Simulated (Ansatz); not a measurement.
Au:
```
CELL_PARAMETERS angstrom
      0.00000     3.08209     3.08209
      3.08209     0.00000     3.08209
      3.08209     3.08209     0.00000
ATOMIC_POSITIONS crystal
  Au 0.00000 0.00000 0.00000
  Au 0.25000 0.25000 0.25000
```

Relaxed with PBE. Special points in fractions of this cell's reciprocal vectors: Γ (0.000, 0.000, 0.000); X (0.500, 0.000, 0.500); U (0.625, 0.250, 0.625); K (0.375, 0.375, 0.750); L (0.500, 0.500, 0.500); W (0.500, 0.250, 0.750).

Problem. List the band energies nearest the Fermi level at these points for plane-wave PAW PBE (Ansatz code).

Solution. In eV from the Fermi level; about four levels below and three above (degenerate sets whole), none deeper than 8.9 eV; … stands for higher levels left out; points with the same levels are listed once.

```json
[
 {"k": "Γ", "below": "-2.24 -2.24 -2.24 -1.27 -1.27", "above": "8.42 …"},
 {"k": "X", "below": "-2.70 -2.70 -1.23 -1.23", "above": "0.24 0.24 3.74 3.74"},
 {"k": "U", "below": "-2.70 -1.17 -1.01 -0.03", "above": "0.38 2.31 4.57"},
 {"k": "L", "below": "-1.40 -1.40 -0.76 -0.39", "above": "6.69 6.69 …"},
 {"k": "W", "below": "-2.82 -2.82 -1.02 -1.02", "above": "0.24 0.24 2.88 2.88"}
]
```

Space group Fd-3m (diamond). The start of the workflow was typed in or built on a structure type; neither database checked (COD, Materials Project) lists it. It is not the phase usual at ambient conditions (space group No. 225). The cell was relaxed with PBE under the symmetry of its start; its stability against distortions is not shown here. Scalar-relativistic: spin–orbit coupling is off unless named, which matters more the heavier the elements.

Potentials: the earlier of the program's two PAW sets.
